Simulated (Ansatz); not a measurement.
Geometry optimisation in Ansatz: input, command and trajectory.

```yaml
crystal:
  lattice:
    - [2.9272188234, 0.0, 0.0]
    - [-1.4636094117, 2.5350458635, 0.0]
    - [0.0, 0.0, 4.5542770018]
  atoms:
    - { symbol: B, position: [0.0, 0.0, 0.0] }
    - { symbol: B, position: [0.3333333333, 0.6666666667, 0.645] }
    - { symbol: B, position: [0.6666666667, 0.3333333333, 0.355] }
    - { symbol: C, position: [0.3333333333, 0.6666666667, 0.245] }
    - { symbol: C, position: [0.6666666667, 0.3333333333, 0.755] }
basis:
  ecutwfc: 420
kpoints:
  mp_grid: { grid: [6, 6, 4] }
hamiltonian:
  xc: pbe
scf:
  occupations: { method: gaussian, width: 0.1 }
  lower_state_search: "off"
output:
  forces: true
  stress: true
  eigenvalues: true
relax:
  adjacent_minimum: "off"
  f_tol: 0.04
  max_steps: 70
  cell: { stress_tol: 0.4 }
```

```bash
ansatz run input.yaml --threads 1 --pin off --max-ram 2560MiB --backend cpu --events-out ev --progress --plain --runs-dir out
```

The calculation used Ansatz, DFT PBE, scalar-relativistic, plane waves, PAW.

Of 25 frames 10 are shown, positions in Å and forces in eV/Å; the SCF threshold varies from step to step. Steps run on the plane waves of an earlier cell, with a Pulay correction in the pressure. The basis is chosen afresh for the last frame, the zero of the energies, and at times for earlier ones too; energy and pressure step there, also at an unchanged geometry. Here that happened at steps 14 (-29 meV/atom, 2.6 GPa), 20 (-6 meV/atom, 0.2 GPa); the frames before carry an error of that size. The mark taken_back stands on steps that the optimiser undid. The end is built of layers, and without a dispersion correction their distances are poorly fixed.

```xyz
5
Lattice="2.9272 0.0000 0.0000 -1.4636 2.5350 0.0000 0.0000 0.0000 4.5543" Properties=species:S:1:pos:R:3:forces:R:3 pbc="T T T" step=1 free_energy_over_end_meV_per_atom=408.73 pressure_GPa=-24.36
B     0.0000    0.0000    0.0000    0.0000    0.0000    0.0000
B     0.0000    1.6900    2.9375    0.0000    0.0000   -0.5807
B     1.4636    0.8450    1.6168    0.0000    0.0000    0.5807
C     0.0000    1.6900    1.1158    0.0000    0.0000    1.7989
C     1.4636    0.8450    3.4385    0.0000    0.0000   -1.7989
5
Lattice="2.7302 0.0000 0.0000 -1.3651 2.3644 0.0000 0.0000 0.0000 4.8439" Properties=species:S:1:pos:R:3:forces:R:3 pbc="T T T" step=4 free_energy_over_end_meV_per_atom=239.58 pressure_GPa=2.25
B     0.0000    0.0000    0.0000    0.0000    0.0000    0.0000
B     0.0000    1.5763    3.0844    0.0000    0.0000    0.5613
B     1.3651    0.7881    1.7595    0.0000    0.0000   -0.5613
C     0.0000    1.5763    1.2842    0.0000    0.0000    0.1911
C     1.3651    0.7881    3.5597    0.0000    0.0000   -0.1911
5
Lattice="2.7077 0.0000 0.0000 -1.3538 2.3449 0.0000 0.0000 0.0000 5.1141" Properties=species:S:1:pos:R:3:forces:R:3 pbc="T T T" step=6 free_energy_over_end_meV_per_atom=190.11 pressure_GPa=5.45
B     0.0000    0.0000    0.0000    0.0000    0.0000    0.0000
B     0.0000    1.5633    3.4057    0.0000    0.0000    0.5170
B     1.3538    0.7816    1.7084    0.0000    0.0000   -0.5170
C     0.0000    1.5633    1.3954    0.0000    0.0000   -0.1374
C     1.3538    0.7816    3.7186    0.0000    0.0000    0.1374
5
Lattice="2.7737 0.0000 0.0000 -1.3869 2.4021 0.0000 0.0000 0.0000 5.7754" Properties=species:S:1:pos:R:3:forces:R:3 pbc="T T T" step=9 free_energy_over_end_meV_per_atom=93.30 pressure_GPa=-13.97 taken_back
B     0.0000    0.0000    0.0000    0.0000    0.0000    0.0000
B     0.0000    1.6014    4.3109    0.0000    0.0000   -0.5013
B     1.3869    0.8007    1.4644    0.0000    0.0000    0.5013
C     0.0000    1.6014    1.4693    0.0000    0.0000   -0.1059
C     1.3869    0.8007    4.3061    0.0000    0.0000    0.1059
5
Lattice="2.6965 0.0000 0.0000 -1.3482 2.3352 0.0000 0.0000 0.0000 5.8595" Properties=species:S:1:pos:R:3:forces:R:3 pbc="T T T" step=12 free_energy_over_end_meV_per_atom=52.31 pressure_GPa=0.11
B     0.0000    0.0000    0.0000    0.0000    0.0000    0.0000
B     0.0000    1.5568    4.3486    0.0000    0.0000   -0.1005
B     1.3482    0.7784    1.5109    0.0000    0.0000    0.1005
C     0.0000    1.5568    1.4522    0.0000    0.0000    0.0692
C     1.3482    0.7784    4.4072    0.0000    0.0000   -0.0692
5
Lattice="2.6948 0.0000 0.0000 -1.3474 2.3338 0.0000 0.0000 0.0000 5.8670" Properties=species:S:1:pos:R:3:forces:R:3 pbc="T T T" step=14 free_energy_over_end_meV_per_atom=22.56 pressure_GPa=2.64
B     0.0000    0.0000    0.0000    0.0000    0.0000    0.0000
B     0.0000    1.5559    4.3425    0.0000    0.0000   -0.0200
B     1.3474    0.7779    1.5245    0.0000    0.0000    0.0200
C     0.0000    1.5559    1.4647    0.0000    0.0000   -0.0181
C     1.3474    0.7779    4.4023    0.0000    0.0000    0.0181
5
Lattice="2.6894 0.0000 0.0000 -1.3447 2.3291 0.0000 0.0000 0.0000 6.4908" Properties=species:S:1:pos:R:3:forces:R:3 pbc="T T T" step=17 free_energy_over_end_meV_per_atom=7.54 pressure_GPa=0.49
B     0.0000    0.0000    0.0000    0.0000    0.0000    0.0000
B     0.0000    1.5527    4.9574    0.0000    0.0000   -0.0446
B     1.3447    0.7764    1.5334    0.0000    0.0000    0.0446
C     0.0000    1.5527    1.4880    0.0000    0.0000   -0.0388
C     1.3447    0.7764    5.0028    0.0000    0.0000    0.0388
5
Lattice="2.6898 0.0000 0.0000 -1.3449 2.3294 0.0000 0.0000 0.0000 6.6066" Properties=species:S:1:pos:R:3:forces:R:3 pbc="T T T" step=20 free_energy_over_end_meV_per_atom=1.75 pressure_GPa=0.32
B     0.0000    0.0000    0.0000    0.0000    0.0000    0.0000
B     0.0000    1.5529    5.0684    0.0000    0.0000    0.0012
B     1.3449    0.7765    1.5382    0.0000    0.0000   -0.0012
C     0.0000    1.5529    1.4870    0.0000    0.0000   -0.0081
C     1.3449    0.7765    5.1196    0.0000    0.0000    0.0081
5
Lattice="2.6913 0.0000 0.0000 -1.3457 2.3308 0.0000 0.0000 0.0000 6.9135" Properties=species:S:1:pos:R:3:forces:R:3 pbc="T T T" step=22 free_energy_over_end_meV_per_atom=1.52 pressure_GPa=-0.17
B     0.0000    0.0000    0.0000    0.0000    0.0000    0.0000
B     0.0000    1.5538    5.3767    0.0000    0.0000   -0.0175
B     1.3457    0.7769    1.5368    0.0000    0.0000    0.0175
C     0.0000    1.5538    1.4880    0.0000    0.0000   -0.0006
C     1.3457    0.7769    5.4255    0.0000    0.0000    0.0006
5
Lattice="2.6902 0.0000 0.0000 -1.3451 2.3298 0.0000 0.0000 0.0000 6.9695" Properties=species:S:1:pos:R:3:forces:R:3 pbc="T T T" step=25 free_energy_over_end_meV_per_atom=0.00 pressure_GPa=0.02
B     0.0000    0.0000    0.0000    0.0000    0.0000    0.0000
B     0.0000    1.5532    5.4304    0.0000    0.0000    0.0010
B     1.3451    0.7766    1.5392    0.0000    0.0000   -0.0010
C     0.0000    1.5532    1.4888    0.0000    0.0000    0.0002
C     1.3451    0.7766    5.4807    0.0000    0.0000   -0.0002
```

The start puts this composition into another compound's structure type, which needn't suit it. At the end the space group is P-3m1 (tolerance 0.05 Å).

The run took 22 s on 1 thread of Intel(R) Xeon(R) 6975P-C (Granite Rapids), with other jobs on the host, peak memory 0.32 GiB.

The k mesh is coarse.